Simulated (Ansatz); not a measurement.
# AsPt$_{2}$: reading a single point

```
Pt As
1.0
     0.00000    0.00000    4.12653
     2.89737    0.00000    0.00000
     1.44869    4.34658   -2.06326
Pt As
2 1
Direct
  0.35300 0.64700 0.70600
  0.64700 0.35300 0.29400
  0.00000 0.00000 0.00000
```

Method: PBE, no spin polarisation; PAW, plane waves to 420 eV, 10×10×10 Γ-centred mesh, fermi-dirac occupations (width 0.1 eV) (Ansatz 0.2.0), atoms fixed.

**Forces.** The largest is on Pt1 (and as large on other atoms): 2.39 eV/Å, components (0.00, -2.39, 0.00). It makes 180° with the line to a nearest neighbour, Pt2 at 2.56 Å, pointing away from it.
**Stress.** The pressure is -4.7 GPa (compression positive), so with the atoms held at these fractions the cell would first shrink; the forces are large, so a full relaxation may end otherwise. The principal stresses -14.3, -5.7, 5.8 GPa differ, so its shape would change too.
**Formation energy.** 0.19 eV an atom against the elements' usual phases (free molecules for gases, crystals otherwise, with no correction for O₂ or N₂), so at this geometry it isn't bound against them. Relaxing would lower it.
**At the Fermi level.** It is a metal, with about 2.2 states/eV a cell as the mean within 0.25 eV of the Fermi level, mostly Pt d (70 %) and As p (19 %).

Origin: a known structure type with other elements, at an estimated volume, so it need not be a known compound. Caveats: many states at the Fermi level without spin polarisation, so a magnetic state may lie lower; atoms or cell far from equilibrium.
